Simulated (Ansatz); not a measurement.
This run works on a proposed trial structure, not on a known crystal.

Input and command of a plane-wave DFT calculation in Ansatz:

```yaml
crystal:
  lattice:
    - [-1.5411215293, 1.5411215293, 9.9615193677]
    - [1.5411215293, -1.5411215293, 9.9615193677]
    - [1.5411215293, 1.5411215293, -9.9615193677]
  atoms:
    - { symbol: Zn, position: [0.2180969463, 0.2180969463, 0.0] }
    - { symbol: Zn, position: [0.7819030537, 0.7819030537, 0.0] }
    - { symbol: Zn, position: [0.0, 0.0, 0.0] }
    - { symbol: Zn, position: [0.3910399875, 0.3910399875, 0.0] }
    - { symbol: Zn, position: [0.6089600125, 0.6089600125, 0.0] }
    - { symbol: O, position: [0.1088554368, 0.1088554368, 0.0] }
    - { symbol: O, position: [0.8911445632, 0.8911445632, 0.0] }
    - { symbol: O, position: [0.5, 0.5, 0.0] }
basis:
  ecutwfc: 500
kpoints:
  mp_grid: { grid: [14, 14, 14] }
hamiltonian:
  xc: r2scan
scf:
  occupations: { method: gaussian, width: 0.1 }
output:
  forces: true
  stress: true
  eigenvalues: true
```

```bash
ansatz run input.yaml --threads 1 --pin off --max-ram 2560MiB --backend cpu --events-out ev --progress --plain --runs-dir out
```

Processor: Arm Neoverse V2, 1 thread, on a host shared with other jobs.

Q: How long does it run, and how much memory does it take?

A: About 3.7 min, peak memory 1.2 GiB. It solves 47 bands at 244 k points (after reduction by symmetry) with about 2385 plane waves, in 14 SCF iterations.
